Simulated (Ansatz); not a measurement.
## HfCo$_{3}$B$_{2}$, a database entry at a rescaled volume

```
B Co Hf
1.0
     2.40424    4.16427    0.00000
    -2.40424    4.16427    0.00000
     0.00000    0.00000    3.01623
B Co Hf
2 3 1
Direct
  0.33330 0.33340 0.00000
  0.66660 0.66670 0.00000
  0.50000 0.50000 0.50000
  0.50000 0.00000 0.50000
  0.00000 0.50000 0.50000
  0.00000 0.00000 0.00000
```

The numbers come from plane-wave PAW DFT (Ansatz): r2SCAN, with U_eff = 3.69 eV on Co d (all-electron-ortho-atomic projectors), no spin polarisation, 500 eV, 8×8×11 Γ-centred k points, fermi-dirac occupations (width 0.0598 eV). Nothing was relaxed.

**Stress.** The pressure is -1.6 GPa (compression positive), so with the atoms held at these fractions the cell would first shrink. The principal stresses -3.2, -0.8, -0.8 GPa differ, so its shape would change too.
**Electronic structure.** It is a metal, with about 1.9 states/eV a cell as the mean within 0.25 eV of the Fermi level, mostly Co d (62 %), Hf d (16 %) and B p (14 %).
**Charges.** Bader charges in e: Hf +1.86, Co -0.38, B -0.37. In the mean Hf gives up most and Co takes most.

Origin: a database entry at a rescaled volume. Caveats: no spin polarisation, so a magnetic state may lie lower.
